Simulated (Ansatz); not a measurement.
A generated cell, not matched to a known phase here, of Li₂CrCl₄: I-4 (No. 82), tI14; a = b = 6.2230 Å, c = 8.2196 Å, α = β = γ = 90.00°; Li 2b (0.000, 0.000, 0.500); Li 2c (0.000, 0.500, 0.250); Cr 2a (0.000, 0.000, 0.000); Cl 8g (0.231, 0.263, 0.110). These are r2SCAN (plane waves to 500 eV, PAW, scalar-relativistic; Ansatz, a quantum-chemistry and plane-wave program) values and carry that method's errors. Element references, the lowest calculated here: Cr (Im-3m, antiferromagnetic), Li (Fm-3m, not the ambient form), Cl (Cmce); gases are represented by their molecular solids.

**Question.** Predict the formation energy of this I-4 form of Li2CrCl4 from the elements from r2SCAN.

**Answer.** -1.62 eV/atom.

A lower structure of this composition may exist.

Static energies, no anion corrections, no zero-point energy. Values are rounded to 0.01 eV/atom. Not shown to be the ambient phase of their composition (a lower form may be missing, and a cell relaxed within its start's symmetry can be a saddle point): Li2CrCl4 (I-4). Spin states reached: ferromagnetic, non-magnetic; non-magnetic ones ran without spin or lost their moments; spin orders were not searched systematically. The d or f electrons are treated with no Hubbard U.
